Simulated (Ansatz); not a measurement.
BeS:
```cif
data_Be2S2
_chemical_formula_sum 'Be2 S2'
_space_group_name_H-M_alt 'P63/mmc'
_space_group_IT_number 194
_space_group_name_Hall '-P 6c 2c'
_cell_length_a 3.27103
_cell_length_b 3.27103
_cell_length_c 5.20655
_cell_angle_alpha 90.000
_cell_angle_beta 90.000
_cell_angle_gamma 120.000
loop_
_atom_site_label
_atom_site_type_symbol
_atom_site_symmetry_multiplicity
_atom_site_Wyckoff_symbol
_atom_site_fract_x
_atom_site_fract_y
_atom_site_fract_z
_atom_site_occupancy
Be1 Be 2 a 0.00000 0.00000 0.00000 1
S1 S 2 c 0.33333 0.66667 0.25000 1
```

This is the PBEsol-relaxed structure.

### Question
All from plane-wave PAW PBEsol (Ansatz code), unless another level is named. Predict the Young's modulus.

### Answer
119 GPa.

### Question
Predict the highest zone-centre frequency (without LO–TO term).

### Answer
595 cm⁻¹.

Space group P6_3/mmc (NiAs type). This is a known high-pressure phase of the composition, computed here at zero pressure and temperature. The cell was relaxed with PBEsol under the symmetry of its start. At this level the phase is dynamically unstable (imaginary phonons).

Potentials: the earlier of the program's two PAW sets. The files were generated under PBE; for other functionals the program regenerates the frozen cores, and for LDA and PBEsol the local potential too.
